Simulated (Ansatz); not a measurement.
# A trial form of Rb2YCrC6N6

Computed with DFT PBE, scalar-relativistic, plane waves, PAW (Ansatz). Cutoff 420 eV, Gaussian smearing, Γ-centred meshes. Cell and atoms relax first on a coarse mesh and then on a finer one. In between, the cell is made exact in the group found at 0.06 Å. In metals the finer mesh still leaves noise of several meV/atom or more. The steps can't lower the symmetry of their start. Collinear spin, starting moments Cr 3.0 μB.

The cell of Rb2YCrC6N6 is invented: cyanide-bridged rock-salt net of two metals, 2 guest cations a cell (Fm-3m, No. 225). Lengths were set from tabulated atomic sizes, so they are only a guess.

```yaml
crystal:
  lattice:
    - [0.00000, 5.31800, 5.31800]
    - [5.31800, 0.00000, 5.31800]
    - [5.31800, 5.31800, 0.00000]
  atoms:
    - { symbol: Rb, position: [0.25000, 0.25000, 0.25000] }
    - { symbol: Rb, position: [0.75000, 0.75000, 0.75000] }
    - { symbol: Y, position: [0.50000, 0.50000, 0.50000] }
    - { symbol: Cr, position: [0.00000, 0.00000, 0.00000] }
    - { symbol: C, position: [0.81779, 0.18221, 0.18221] }
    - { symbol: C, position: [0.18221, 0.81779, 0.18221] }
    - { symbol: C, position: [0.18221, 0.18221, 0.81779] }
    - { symbol: C, position: [0.18221, 0.81779, 0.81779] }
    - { symbol: C, position: [0.81779, 0.18221, 0.81779] }
    - { symbol: C, position: [0.81779, 0.81779, 0.18221] }
    - { symbol: N, position: [0.70778, 0.29222, 0.29222] }
    - { symbol: N, position: [0.29222, 0.70778, 0.29222] }
    - { symbol: N, position: [0.29222, 0.29222, 0.70778] }
    - { symbol: N, position: [0.29222, 0.70778, 0.70778] }
    - { symbol: N, position: [0.70778, 0.29222, 0.70778] }
    - { symbol: N, position: [0.70778, 0.70778, 0.29222] }
```

The zero of energy is the elements' standard structures at the same level (N₂ as a molecule); no fitted shifts are applied.

Q: Which structure results?

A: The symmetry stays Fm-3m (No. 225). The volume per atom grows by 9.2 %, from 18.8 to 20.5 Å³. The shortest distance goes from 1.17 Å (C–N) to 1.19 Å (C–N). Conventional cell: a = 10.953 Å. Rb has 12 N at 3.89 Å and 12 C at 3.95 Å; Y has 6 N at 2.33 Å; around Cr lie 6 C at 1.95 Å; C has 1 N at 1.19 Å, 1 Cr at 1.95 Å, 4 C at 2.76 Å, 1 Y at 3.52 Å, 4 N at 3.70 Å, 1 C at 3.91 Å and 4 Rb at 3.95 Å; N has 1 C at 1.19 Å, 1 Y at 2.33 Å, 1 Cr at 3.14 Å, 4 N at 3.30 Å, 4 C at 3.70 Å and 4 Rb at 3.89 Å.

```cif
data_structure
_symmetry_space_group_name_H-M 'Fm-3m'
_symmetry_Int_Tables_number 225
_cell_length_a 10.9534
_cell_length_b 10.9534
_cell_length_c 10.9534
_cell_angle_alpha 90.000
_cell_angle_beta 90.000
_cell_angle_gamma 90.000
_cell_volume 1314.14
loop_
_atom_site_label
_atom_site_type_symbol
_atom_site_symmetry_multiplicity
_atom_site_Wyckoff_symbol
_atom_site_fract_x
_atom_site_fract_y
_atom_site_fract_z
_atom_site_occupancy
Rb1 Rb 8 c 0.25000 0.75000 0.75000 1
Y1 Y 4 b 0.50000 0.00000 0.00000 1
Cr1 Cr 4 a 0.00000 0.00000 0.00000 1
C1 C 24 e 0.17828 0.00000 0.00000 1
N1 N 24 e 0.28689 0.00000 0.00000 1
```

Q: How does it come out in energy, and is it a metal?

A: The energy over the elements is −0.33 eV/atom, the gap on the 6×6×6 mesh of the 16-atom cell is 0 eV (a metal) and the net moment per atom is 0.06 μB. The moment by site is Cr 0.7 μB.

It lies below the elements, which doesn't yet make it stable against other compounds or structures.

The last run used collinear spin and Gaussian smearing of 0.10 eV. In such compounds of Cr a zero gap at this level may well be an artefact, since no Hubbard U is applied. The reference form of C is held partly by dispersion forces, which this level lacks. Another magnetic order may lie lower. A structure relaxed within its symmetry needn't be a true minimum. In all, the 3 runs took 16 min on 1 thread of AMD EPYC 7571 (shared host). Site moments count only spheres around the atoms; the net moment includes the space between them.
